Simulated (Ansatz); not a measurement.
## LiZn: reading a single point

```yaml
crystal:
  lattice:
    - [0.00000, 3.10023, 3.10023]
    - [3.10023, 0.00000, 3.10023]
    - [3.10023, 3.10023, 0.00000]
  atoms:
    - { symbol: Zn, position: [0.50000, 0.50000, 0.50000] }
    - { symbol: Zn, position: [0.75000, 0.75000, 0.75000] }
    - { symbol: Li, position: [0.00000, 0.00000, 0.00000] }
    - { symbol: Li, position: [0.25000, 0.25000, 0.25000] }
```

The numbers come from plane-wave PAW DFT (Ansatz): r2SCAN, no spin polarisation, 500 eV, 9×9×9 Γ-centred k points, gaussian occupations (width 0.0362 eV). Nothing was relaxed.

What does the stress say?

The pressure is -2.2 GPa (compression positive), so with the atoms held at these fractions the cell would first shrink.

What do density and ELF say about some of the short contacts?

Zn–Li at 2.68 Å: least valence density 0.08 e/Å³ and ELF 0.03 there. Zn–Zn at 2.68 Å: least valence density 0.23 e/Å³ and ELF 0.38 there. Li–Li at 2.68 Å: least valence density 0.06 e/Å³ and ELF 0.14 there. Both are smooth PAW fields, read partly inside the augmentation spheres.

What happens at the Fermi level?

It is a metal, with about 1.2 states/eV a cell as the mean within 0.25 eV of the Fermi level.

What is the formation energy?

-0.21 eV an atom against the elements' usual phases (free molecules for gases, crystals otherwise, with no correction for O₂ or N₂), so it is bound against them; other compounds may still compete. Relaxing would lower it.

How is the charge shared?

Bader charges in e: Li +0.85, Zn -0.85. In the mean Li gives up most and Zn takes most.

Origin: a database entry at a rescaled volume.
